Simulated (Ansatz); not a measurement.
Property card for LaN

LaN:
```
CELL_PARAMETERS angstrom
     10.60635     0.00000     0.00000
      0.00000     3.75542     0.00000
      0.00000     0.00000     3.75390
ATOMIC_POSITIONS crystal
  La 0.12455 0.25000 0.25869
  La 0.37545 0.75000 0.75869
  La 0.87545 0.75000 0.74131
  La 0.62455 0.25000 0.24131
  N  0.87697 0.25000 0.26982
  N  0.62303 0.75000 0.76982
  N  0.12303 0.75000 0.73018
  N  0.37697 0.25000 0.23018
```

Space group Pnma (No. 62); conventional cell a = 10.606 Å, b = 3.755 Å, c = 3.754 Å, α = β = γ = 90.00°.

Method: DFT-r²SCAN in the program Ansatz with PAW potentials. Geometry: relaxed at this level of theory. Other levels are named where they apply.

Cell and energy:

```json
{
  "volume_per_atom": "18.69 Å³",
  "density": "6.79 g/cm³",
  "Formation energy from the elements (no fitted shifts)": "-1.51 eV/atom"
}
```

Electronic structure:

```json
{
 "band_gap": "0.28 eV (smallest direct gap 0.30 eV)",
 "valence_band_maximum": "at Γ",
 "conduction_band_minimum": "at T (k = 0.000, 0.500, 0.500 in fractions of the reciprocal vectors)",
 "hole_effective_mass": "0.29, 1.9, 1.9 mₑ (principal values)",
 "Hole effective mass with spin–orbit coupling": "0.33, 1.1, 1.2 mₑ (principal values)",
 "HSE06 gap on the r²SCAN cell": "0.84 eV",
 "Gap with spin–orbit coupling": "0.21 eV"
}
```

Mechanics:

```json
{
  "Bulk modulus (Birch–Murnaghan fit)": "115 GPa",
  "Pressure derivative B′": "5.7"
}
```

Charges:

```json
{
 "bader_charges": "La +1.81, N -1.81 e"
}
```

The start of the workflow was typed in or built on a structure type; neither database checked (COD, Materials Project) lists it. COD files the formula under space group No. 225. Whether it is the stable phase at ambient conditions was not checked. The r²SCAN relaxation kept the symmetry of its start; its stability against distortions is not shown here. The references are the lowest solids computed at this level, not always the standard phases (solids in place of the gases). Spin–orbit coupling is left out wherever it is not named.

Potentials: the earlier of the program's two PAW sets. The files were generated under PBE; for other functionals the program regenerates the frozen cores, and for LDA and PBEsol the local potential too.
